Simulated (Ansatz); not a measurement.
SiGe in space group P6_3mc (No. 186; Ge on 2a, Ge on 2b, Si on 2a, Si on 2b) at seven volumes, DFT-HSE06 in the program Ansatz with PAW potentials, shape and atoms relaxed at each. One row is withheld.

| V (Å³/atom) | P (GPa) |
|---|---|
| 19.441 | 9.89 |
| 20.082 | 6.06 |
| 20.723 | 2.79 |
| 21.364 | 0.00 |
| 22.005 | -2.37 |
| 22.646 | ? |
| 23.287 | -6.08 |

Task: Fit the shown pressures and predict the withheld one.

Result: Third-order Birch–Murnaghan: P = (3/2)B₀(x^(7/2) − x^(5/2))[1 + (3/4)(B′ − 4)(x − 1)] with x = (V₀/V)^(2/3). Least squares on the six rows gives V₀ = 21.365 Å³/atom, B₀ = 85.27 GPa, B′ = 4.37. At V = 22.646, x = 0.9619 and P = -4.37 GPa. The run itself gave -4.38 GPa.

The cell is a constructed one: a structure type filled with these elements; the Crystallography Open Database copy checked does not list it. Its standing as an ambient phase is unchecked. The cell was relaxed with HSE06 under the symmetry of its start; its stability against distortions is not shown here.

Potentials: the later of the program's two PAW sets.
